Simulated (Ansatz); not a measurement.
## Stability checks on a candidate for Sn2TeS

The structure comes from a generated guess, relaxed at this level; another structure or a mixture of phases may lie lower.

The calculation used DFT PBE, scalar-relativistic, plane waves, PAW (Ansatz 0.2.0). Plane waves to 420 eV, a 12×12×4 mesh through Γ for the 8-atom cell and 0.01 eV Gaussian smearing; no spin polarisation.

```cif
data_structure
_symmetry_space_group_name_H-M 'P6_3mc'
_symmetry_Int_Tables_number 186
_cell_length_a 4.2677
_cell_length_b 4.2677
_cell_length_c 15.4982
_cell_angle_alpha 90.000
_cell_angle_beta 90.000
_cell_angle_gamma 120.000
_cell_volume 244.46
loop_
_atom_site_label
_atom_site_type_symbol
_atom_site_symmetry_multiplicity
_atom_site_Wyckoff_symbol
_atom_site_fract_x
_atom_site_fract_y
_atom_site_fract_z
_atom_site_occupancy
Sn1 Sn 2 b 0.33333 0.66667 0.61984 1
Sn2 Sn 2 b 0.66667 0.33333 0.35217 1
Te1 Te 2 a 0.00000 0.00000 0.00807 1
S1 S 2 b 0.33333 0.66667 0.26993 1
```

The zero of energy is the elements' standard structures at the same level; no fitted shifts are applied. The references include grey tin.

**Question.** These tests were run: energy against the elements; phonons on a 2×2×1 q mesh. What do they show?

**Answer.**

| test | result |
| --- | --- |
| energy against the elements | −0.304 eV/atom |
| phonons on a 2×2×1 q mesh | no imaginary mode on the mesh, but the interpolation dips to 8i cm⁻¹ between its points |

It fails none of these tests. Other phases of the system weren't compared here, so this isn't yet thermodynamic stability.

These runs have no spin–orbit coupling, which can matter for Te. The reference forms of S and Te are held partly by dispersion forces, which this level lacks. The run for the phonons used a 12×12×4 k mesh.
